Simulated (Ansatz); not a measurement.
ZnSe:
```cif
data_Se4Zn4
_chemical_formula_sum 'Se4 Zn4'
_space_group_name_H-M_alt 'F-43m'
_space_group_IT_number 216
_space_group_name_Hall 'F -4 2 3'
_cell_length_a 5.63352
_cell_length_b 5.63352
_cell_length_c 5.63352
_cell_angle_alpha 90.000
_cell_angle_beta 90.000
_cell_angle_gamma 90.000
loop_
_atom_site_label
_atom_site_type_symbol
_atom_site_symmetry_multiplicity
_atom_site_Wyckoff_symbol
_atom_site_fract_x
_atom_site_fract_y
_atom_site_fract_z
_atom_site_occupancy
Se1 Se 4 c 0.25000 0.25000 0.25000 1
Zn1 Zn 4 a 0.00000 0.00000 0.00000 1
```
(The calculation used a cell of 2 atoms; values per cell refer to that cell.)

Relaxed with PBEsol. PBEsol in the plane-wave PAW code Ansatz gives a gap of 1.24 eV.

Problem. What gap does HSE06 give on the same cell (Ansatz, PAW)?

Solution. 2.50 eV, 1.26 eV more. The hybrid was solved on a coarser mesh and at special points; its gap is the smallest among all of these.

```tsv
k	v1 PBEsol	c1 PBEsol	v1 HSE06	c1 HSE06
Γ	0.00	1.24	0.00	2.50
X	-2.27	2.80	…	…
L	-0.90	2.48	…	…
W	-2.79	5.36	…	…
K	-1.86	3.46	…	…
```

Problem. Top valence (v1) and lowest conduction level (c1) in eV from each method's valence maximum (which need not be a listed point): supply the withheld HSE06 values.

Solution. 
- X, v1 HSE06: -2.38
- X, c1 HSE06: 3.81
- K, v1 HSE06: -1.95
- K, c1 HSE06: 4.54
- L, v1 HSE06: -0.94
- L, c1 HSE06: 3.69
- W, v1 HSE06: -2.87
- W, c1 HSE06: 6.43

Cost on shared cores: the PBEsol run (SCF on a 9×9×9 mesh, then bands and DOS) very roughly 17 core-seconds, the HSE06 run (SCF on 6×6×6, then a few points) roughly 2.3 core-minutes; the tasks are unlike.

The PBEsol relaxation kept the symmetry of its start. Scalar-relativistic: spin–orbit coupling is off unless named, which matters more the heavier the elements.

Potentials: the later of the program's two PAW sets.
